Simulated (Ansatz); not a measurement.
Data:

BeMo₂:
```cif
data_Be8Mo16
_chemical_formula_sum 'Mo16 Be8'
_space_group_name_H-M_alt 'Fd-3m :1'
_space_group_IT_number 227
_space_group_name_Hall 'F 4d 2 3 -1d'
_cell_length_a 7.23906
_cell_length_b 7.23906
_cell_length_c 7.23906
_cell_angle_alpha 90.000
_cell_angle_beta 90.000
_cell_angle_gamma 90.000
loop_
_atom_site_label
_atom_site_type_symbol
_atom_site_symmetry_multiplicity
_atom_site_Wyckoff_symbol
_atom_site_fract_x
_atom_site_fract_y
_atom_site_fract_z
_atom_site_occupancy
Mo1 Mo 16 c 0.12500 0.12500 0.12500 1
Be1 Be 8 b 0.50000 0.50000 0.50000 1
```
(The calculation used a cell of 6 atoms; values per cell refer to that cell.)

This is the PBE-relaxed structure.

Question: All from plane-wave PAW PBE (Ansatz code), unless another level is named. Predict the formation energy from the elements (no fitted shifts).

Answer: 0.83 eV/atom.

Question: And the density of states at the Fermi level?

Answer: 0.92 states/eV per atom (mean over ±0.08 eV).

The cell is a constructed one: a structure type filled with these elements; neither database checked (COD, Materials Project) lists it. Whether it is the stable phase at ambient conditions was not checked. Symmetry was held in the PBE relaxation; its stability against distortions is not shown here. The run is not spin-polarised. The references are the lowest solids computed at this level, not always the standard phases. Scalar-relativistic: spin–orbit coupling is off unless named, which matters more the heavier the elements.

Potentials: the earlier of the program's two PAW sets.
